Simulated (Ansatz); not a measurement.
# Stress against strain in HfB

```xyz
2
Lattice="0.0000 2.3100 2.3100 2.3100 0.0000 2.3100 2.3100 2.3100 0.0000" Properties=species:S:1:pos:R:3 pbc="T T T"
Hf    2.3100    2.3100    2.3100
B     0.0000    0.0000    0.0000
```

Atom numbers follow the list: Hf1, B2.

The conventional cell has a = 4.620 Å, b = 4.620 Å, c = 4.620 Å, α = 90.00°, β = 90.00°, γ = 90.00°. Hf (atom 1) is surrounded by 6 B at 2.31 Å. Around B (atom 2) lie 6 Hf at 2.31 Å.

The geometry is COD entry 1511179, unchecked; take it as a test cell.

Spin polarisation is left out, and whether a magnetic state lies lower isn't shown here.

No spin–orbit coupling, which matters for the heavy atoms here.

These are results of DFT, LDA, all-electron LAPW, scalar-relativistic in Ansatz 0.2.0, not measurements.

Settings: a Γ-centred 15×15×15 k mesh, Fermi–Dirac smearing of 0.05 eV, basis error target 0.25 meV/atom, no spin polarisation.

The strain is applied along the Cartesian axes of the cell as listed (the other components stay zero). Fractional coordinates are held (clamped ions).

σ is the change of stress from the unstrained cell, which is at 18.26 GPa; tension is positive, so slopes are stress–strain coefficients at that pressure. In a metal the k mesh adds noise.

Only quantities that a quadratic follows smoothly over the whole series are listed; rougher ones are left out.

```
    εzz  σzz (GPa)  σxx (GPa)
-0.0200     -12.54      -1.97
 0.0000       0.00       0.00
 0.0100       5.59       0.91
 0.0200      10.75       1.78
```

(1) Fit the series and read off the stiffness at zero strain.

(2) One run, at εzz = -0.0100, is withheld. Predict its row.

Answers

(1) Least-squares fits y = p0 + p1 x + p2 x² to the rows give σzz (GPa): p1 = 582, p2 = -2200; σxx (GPa): p1 = 93.7, p2 = -230. So C11 = 582 GPa and C12 = 94 GPa, which gives B = (C11 + 2 C12)/3 = 257 GPa.

(2) The fits give -6.05, -0.96; the run gave -6.04, -0.96.
